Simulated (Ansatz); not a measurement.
Starting structure, AlCH3 put at a hollow Ti-Ti-Ti site (Ti, P6_3/mmc (No. 194), (0 0 1) face):

```
CELL_PARAMETERS angstrom
5.77293 0.00000 0.00000
-2.88646 4.99950 0.00000
0.00000 0.00000 28.19082
ATOMIC_POSITIONS crystal
Ti 0.33333 0.16667 0.30152
Ti 0.33333 0.66667 0.30152
Ti 0.83333 0.16667 0.30152
Ti 0.83333 0.66667 0.30152
Ti 0.16667 0.33333 0.38264
Ti 0.16667 0.83333 0.38264
Ti 0.66667 0.33333 0.38264
Ti 0.66667 0.83333 0.38264
Ti 0.33333 0.16667 0.46695
Ti 0.33333 0.66667 0.46695
Ti 0.83333 0.16667 0.46695
Ti 0.83333 0.66667 0.46695
Ti 0.16667 0.33333 0.54381
Ti 0.16667 0.83333 0.54381
Ti 0.66667 0.33333 0.54381
Ti 0.66667 0.83333 0.54381
Al 0.00000 0.00000 0.62469
C 0.00000 0.00000 0.69457
H 0.99712 0.82034 0.70733
H 0.17966 0.17678 0.70733
H 0.82322 0.00288 0.70733
```

The calculation used DFT PBE+D3(BJ), scalar-relativistic, plane waves, PAW (Ansatz 0.2.0). Settings: cutoff 420 eV, Γ-centred mesh 6×6×1 on the computed 21-atom cell, Gaussian smearing of 0.10 eV; no spin polarisation. The cell repeats along c with a dipole correction in the vacuum.

Atoms 1, 2, 3, 4, 5, 6, 7, 8 (counted from 1) are held. The cell is fixed. Force threshold 0.03 eV/Å.

```tsv
step	E − E_final (eV)	largest force (eV/Å)
1	0.122	0.863
2	0.009	0.243
3	0.003	0.095
4	0.002	0.053
5	0.001	0.012
6	0.001	0.083
7	0.001	0.049
8	0.000	0.032
9	0.000	0.069
10	0.000	0.027
11	0.000	0.027
```

(1) What is the final structure?

The end is the local minimum or symmetric point that this start leads to. The slab is only 6.9 Å thick, so the energy isn't converged with thickness.

Answers

(1)
```xyz
21
Lattice="5.7729 0.0000 0.0000 -2.8865 4.9995 0.0000 0.0000 0.0000 28.1908" Properties=species:S:1:pos:R:3 pbc="T T T"
Ti    1.4432    0.8333    8.5000
Ti    0.0000    3.3330    8.5000
Ti    4.3297    0.8333    8.5000
Ti    2.8865    3.3330    8.5000
Ti    0.0000    1.6665   10.7870
Ti   -1.4432    4.1663   10.7870
Ti    2.8865    1.6665   10.7870
Ti    1.4432    4.1663   10.7870
Ti    1.4679    0.8473   13.1778
Ti    0.0000    3.3330   13.0820
Ti    4.3052    0.8476   13.1778
Ti    2.8863    3.3046   13.1778
Ti    0.0002    1.6724   15.3235
Ti   -1.4382    4.1631   15.3235
Ti    2.8865    1.6665   15.5474
Ti    1.4380    4.1634   15.3235
Al    0.0000    0.0000   17.5324
C     0.0000    0.0000   19.4980
H     0.7268   -0.7288   19.8866
H     0.2677    0.9938   19.8866
H    -0.9945   -0.2651   19.8866
```

Cost: 1 run of about 9 core-minutes, on Intel Xeon 6975P-C (Granite Rapids) (shared hosts).